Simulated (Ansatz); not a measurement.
## HfSiO4: computed property card

HfSiO$_{4}$:
```xyz
12
Lattice="-3.2953 3.2953 2.9800 3.2953 -3.2953 2.9800 3.2953 3.2953 -2.9800" Properties=species:S:1:pos:R:3 pbc="T T T"
Hf     0.0000     3.2953     1.4900
Hf     0.0000     0.0000     0.0000
Si     3.2953     0.0000     1.4900
Si     0.0000     0.0000     2.9800
O      3.2953     2.0826    -1.0765
O      4.5080     0.0000     0.4135
O      0.0000     1.2127     1.9036
O      2.0826     0.0000     0.4135
O      3.2953     1.2127     2.5665
O      1.2127     0.0000     4.0565
O      3.2953    -1.2127     2.5665
O      2.0826     3.2953     1.0765
```

Space group I4_1/amd (No. 141); conventional cell a = 6.5906 Å, b = 6.5906 Å, c = 5.9600 Å, α = 90.00°, β = 90.00°, γ = 90.00°.

Method: HSE06 in the plane-wave PAW code Ansatz. Structure relaxed to zero pressure with the same functional. Other levels are named where they apply.

Cell and energy:

| Property | Value |
|---|---|
| Volume per atom | 10.79 Å³ |
| Density | 6.94 g/cm³ |

Electronic structure:

| Item | Value |
|---|---|
| Band gap | 7.24 eV (indirect) |
| Valence-band maximum | on the Γ–Z line, 14 % of the way from Γ |
| Conduction-band minimum | off the standard path, at k = (0.182, 0.307, 0.255) in fractions of the reciprocal vectors |
| Smallest direct gap on the standard path | 7.63 eV |
| Gap with spin–orbit coupling | 7.24 eV (at the special points and the edges found without it) |

Mechanics:

| Quantity | Result |
|---|---|
| Bulk modulus (Birch–Murnaghan fit) | 228 GPa |
| Pressure derivative B′ | 5.1 |

Charges:

| Item | Result |
|---|---|
| Bader charges | Hf +2.85, Si +3.31, O -1.54 e |

Symmetry was held in the HSE06 relaxation. The run is not spin-polarised. The hybrid was solved on a coarse mesh, the path and, where they were found, the r²SCAN edge points; its band edges are the extreme levels among these. Scalar-relativistic: spin–orbit coupling is off unless named, which matters more the heavier the elements.

Potentials: the later of the program's two PAW sets.
